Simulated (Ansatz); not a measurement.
PtPb (NiAs type)

```yaml
crystal:
  lattice:
    - [4.32118, 0.00000, 0.00000]
    - [-2.16059, 3.74225, 0.00000]
    - [0.00000, 0.00000, 5.52027]
  atoms:
    - { symbol: Pt, position: [0.00000, 0.00000, 0.50000] }
    - { symbol: Pt, position: [0.00000, 0.00000, 0.00000] }
    - { symbol: Pb, position: [0.33333, 0.66667, 0.25000] }
    - { symbol: Pb, position: [0.66667, 0.33333, 0.75000] }
```

The slice is a (-1 1 0 2) plane (indices of the conventional cell) through the point (0.000, 0.000, 0.000) (fractional), spanned by u = [110] and v = [1 -1 1] in vectors of this cell: u (4.32 Å) and v (9.30 Å, at 90° to u). It covers one period; positions are fractions (u, v).

Level of theory: r2SCAN (plane waves to 500 eV, PAW, scalar-relativistic; Ansatz, an electronic-structure program). k mesh 12×12×9. These are valence fields of a PAW run, semicore shells included where kept as valence: close to a nucleus they are smooth pseudo fields. PtPb is run without spin polarisation. PtPb was relaxed with its symmetry unable to fall. Spin-orbit coupling is left out, though Pb and Pt are heavy.

Q: Predict the map of the electron localisation function (ELF) on the slice.

A: 
```
|xxxx996644442211112244446699xx|
|999988554433221111223344558899|
|666655444422110000112244445566|
|444444333311000000001133334444|
|444444332211000000001122334444|
|444444332211000000001122334444|
|555555443311000000001133445555|
|334455554422110000112244555544|
|xx1144664433111111113344664411|
|xxxx445544332222222233445544xx|
|112255554433333333333344555522|
|555555444444444444444444445555|
|555544444444557777554444444455|
|444444444455889999885544444444|
|22223344447799xxxx997744443322|
|112233445588xxxxxxxx8855443322|
|22223344447799xxxx997744443322|
|444444444455889999885544444444|
|555544444444557777554444444455|
|555555444444444444444444445555|
|112255554433333333333344555522|
|xxxx445544332222222233445544xx|
|xx1144664433111111113344664411|
|334455554422110000112244555544|
|555555443311000000001133445555|
|444444332211000000001122334444|
|444444332211000000001122334444|
|444444333311000000001133334444|
|666655444422110000112244445566|
|999988554433221111223344558899|
|xxxx996644442211112244446699xx|
|xxxx996644442211112244446699xx|
```
Scale: ten equal steps from 0.02 (start of '0') to 0.64 (end of '9'), in the order '0123456789'. Values: electron localisation function (ELF). The map has 15 points along u (two characters each, u = 0 at the left) and 32 along v (v = 0 in the bottom row). Points within 0.5 Å of a nucleus are blanked (x), as the pseudised field means little there.
